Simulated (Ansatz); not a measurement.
CaZrN2:
```cif
data_Ca4N8Zr4
_chemical_formula_sum 'Ca4 Zr4 N8'
_space_group_name_H-M_alt 'P 1'
_space_group_IT_number 1
_cell_length_a 6.55853
_cell_length_b 7.95360
_cell_length_c 4.93239
_cell_angle_alpha 90.000
_cell_angle_beta 90.000
_cell_angle_gamma 90.000
loop_
_space_group_symop_operation_xyz
  'x, y, z'
loop_
_atom_site_label
_atom_site_type_symbol
_atom_site_fract_x
_atom_site_fract_y
_atom_site_fract_z
_atom_site_occupancy
Ca1 Ca 0.08049 0.61992 0.95205 1
Ca2 Ca 0.91951 0.38008 0.45205 1
Ca3 Ca 0.58049 0.88008 0.95205 1
Ca4 Ca 0.41951 0.11992 0.45205 1
Zr1 Zr 0.07153 0.12727 0.97208 1
Zr2 Zr 0.92847 0.87273 0.47208 1
Zr3 Zr 0.57153 0.37273 0.97208 1
Zr4 Zr 0.42847 0.62727 0.47208 1
N1 N 0.06301 0.10658 0.39923 1
N2 N 0.93699 0.89342 0.89923 1
N3 N 0.56301 0.39342 0.39923 1
N4 N 0.43699 0.60658 0.89923 1
N5 N 0.10632 0.65136 0.43664 1
N6 N 0.89368 0.34864 0.93664 1
N7 N 0.60632 0.84864 0.43664 1
N8 N 0.39368 0.15136 0.93664 1
```

Relaxed with PBE.

Which orbitals make up the states near the band edges in the program Ansatz at the PBE level (PAW)?

Top 1 eV of the valence band: N 2p 85 %, Zr 4d 7 %, outside the projected shells 5 %. Bottom 1 eV of the conduction band: Zr 4d 60 %, N 2p 14 %, outside the projected shells 21 %. Projections are on Löwdin-orthogonalised atomic valence shells; empty p or d shells of many metals are not among them.

Tabulate the density of states.

States/eV per cell of 16 atoms, in 0.25 eV bins, energy from the valence-band maximum.

```tsv
E (eV)	total	N 2p	Zr 4d	Ca 4s
-7.85	0.00	0.00	0.00	0.00
-7.60	0.00	0.00	0.00	0.00
-7.35	0.00	0.00	0.00	0.00
-7.10	0.00	0.00	0.00	0.00
-6.85	0.00	0.00	0.00	0.00
-6.60	0.00	0.00	0.00	0.00
-6.35	0.00	0.00	0.00	0.00
-6.10	0.00	0.00	0.00	0.00
-5.85	0.00	0.00	0.00	0.00
-5.60	0.00	0.00	0.00	0.00
-5.35	0.00	0.00	0.00	0.00
-5.10	0.00	0.00	0.00	0.00
-4.85	0.00	0.00	0.00	0.00
-4.60	0.00	0.00	0.00	0.00
-4.35	0.00	0.00	0.00	0.00
-4.10	0.00	0.00	0.00	0.00
-3.85	0.00	0.00	0.00	0.00
-3.60	0.00	0.00	0.00	0.00
-3.35	0.00	0.00	0.00	0.00
-3.10	0.08	0.05	0.02	0.01
-2.85	9.65	5.64	2.63	0.41
-2.60	16.88	10.07	4.49	0.94
-2.35	17.62	10.92	4.48	0.66
-2.10	16.32	10.45	4.51	0.30
-1.85	21.05	13.78	5.98	0.28
-1.60	16.80	11.69	3.93	0.17
-1.35	15.14	11.02	3.02	0.10
-1.10	19.54	15.00	2.94	0.15
-0.85	17.02	13.77	1.77	0.12
-0.60	19.29	16.40	1.21	0.14
-0.35	17.68	15.39	0.83	0.11
-0.10	4.93	4.35	0.22	0.03
0.15	0.00	0.00	0.00	0.00
0.40	0.00	0.00	0.00	0.00
0.65	0.00	0.00	0.00	0.00
0.90	0.00	0.00	0.00	0.00
1.15	0.00	0.00	0.00	0.00
1.40	0.00	0.00	0.00	0.00
1.65	0.00	0.00	0.00	0.00
1.90	0.00	0.00	0.00	0.00
2.15	0.00	0.00	0.00	0.00
2.40	0.19	0.03	0.12	0.00
2.65	3.23	0.50	1.97	0.03
2.90	5.44	0.75	3.35	0.06
3.15	8.68	1.14	5.23	0.15
3.40	9.64	1.27	5.34	0.28
3.65	11.41	1.63	5.94	0.35
3.90	11.32	1.66	5.44	0.46
4.15	10.92	1.49	5.09	0.58
4.40	9.05	1.16	4.51	0.53
4.65	9.01	1.24	4.29	0.57
4.90	9.66	1.45	4.31	0.63
5.15	10.65	1.59	5.04	0.61
5.40	9.21	1.29	4.11	0.43
5.65	13.13	1.82	5.41	0.57
5.90	10.69	1.49	4.51	0.45
6.15	12.27	1.46	4.60	0.37
6.40	14.81	1.70	5.54	0.48
6.65	15.46	1.77	5.10	0.67
6.90	14.48	1.60	4.24	0.60
7.15	17.82	1.69	4.15	0.53
```

Space group Pna2_1. The start of the workflow was typed in or built on a structure type; neither database checked (COD, Materials Project) lists it. Its standing as an ambient phase is unchecked. The PBE relaxation kept the symmetry of its start; its stability against distortions is not shown here. The run is not spin-polarised. Spin–orbit coupling is left out wherever it is not named.

Potentials: the later of the program's two PAW sets.
